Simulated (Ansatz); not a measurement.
These are results of Ansatz 0.2.0, DFT PBE, scalar-relativistic, plane waves, PAW, not measurements. All cells share a 420 eV cutoff and Γ-centred k meshes spaced at most about 0.3 Å⁻¹ (about 0.25 or finer for metals, 2π included). Collinear spin in cells that started with moments and kept them past the coarse steps, no spin elsewhere.

These are static total energies at zero pressure. All come from trial cells, and lower structures may exist.

Question: Order these relaxed structures of CoSiGe3 by energy, lowest first, with the energy over the lowest of them.
A.

```xyz
5
Lattice="4.7414 0.0000 0.0000 0.0000 4.7414 0.0000 0.0000 0.0000 4.7414" Properties=species:S:1:pos:R:3 pbc="T T T"
Co    0.0000    0.0000    0.0000
Si    2.3707    2.3707    2.3707
Ge    0.0000    2.3707    2.3707
Ge    2.3707    2.3707    0.0000
Ge    2.3707    0.0000    2.3707
```

B.

```xyz
5
Lattice="4.5469 0.0000 0.0000 0.0000 4.5469 0.0000 0.0000 0.0000 4.5469" Properties=species:S:1:pos:R:3 pbc="T T T"
Co    2.2734    2.2734    2.2734
Si    0.0000    0.0000    0.0000
Ge    2.2734    2.2734    0.0000
Ge    0.0000    2.2734    2.2734
Ge    2.2734    0.0000    2.2734
```

C.

```xyz
5
Lattice="5.3317 0.0000 0.0000 -2.6659 4.6174 0.0000 0.0000 0.0000 4.2790" Properties=species:S:1:pos:R:3 pbc="T T T"
Co    0.0000    0.0000    0.0000
Si    0.0000    0.0000    2.1395
Ge    2.6659    0.0000    0.0000
Ge   -1.3329    2.3087    0.0000
Ge    1.3329    2.3087    0.0000
```

D.

```xyz
5
Lattice="3.3689 0.0000 0.0000 0.0000 3.3689 0.0000 0.0000 0.0000 7.6820" Properties=species:S:1:pos:R:3 pbc="T T T"
Co    0.0000    0.0000    3.8410
Si    1.6844    1.6844    0.0000
Ge    1.6844    1.6844    2.5484
Ge    1.6844    1.6844    5.1335
Ge    0.0000    0.0000    0.0000
```

Answer: B (0 meV/atom), D (18 meV/atom), C (123 meV/atom), A (633 meV/atom). Forms: B cubic perovskite type, Pm-3m, no spin; D P4/mmm, moments up to 0.8 μB; C P6/mmm, no spin; A cubic perovskite type, Pm-3m, moments up to 2.1 μB. Counting Ge or Si atoms around Co (for each partner element, those within 1.25 times its shortest distance or 1.15 times the sum of covalent radii, where it is the nearest in units of that sum or under 1.3; a plus sign parts groups by distance over the sum of covalent radii; the shortest distance is added where it exceeds 1.18 times the sum of covalent radii): B has Co 6; D has Co 8; C has Co 2+6; A has Co 12 from 3.4 Å. D holds Ge–Ge pairs (shortest 2.59 Å) (bonds between like non-metal atoms; other contacts aren't counted). Even the lowest lies +0.43 eV/atom against the elements.

The magnetic state reached may not be the lowest. Trial moments died out on the coarse mesh in Pm-3m and P6/mmm; another magnetic start might hold. Cells relaxed within their symmetry can be saddle points. Some candidate types were left out of the draw beforehand, so a known form may be missing.
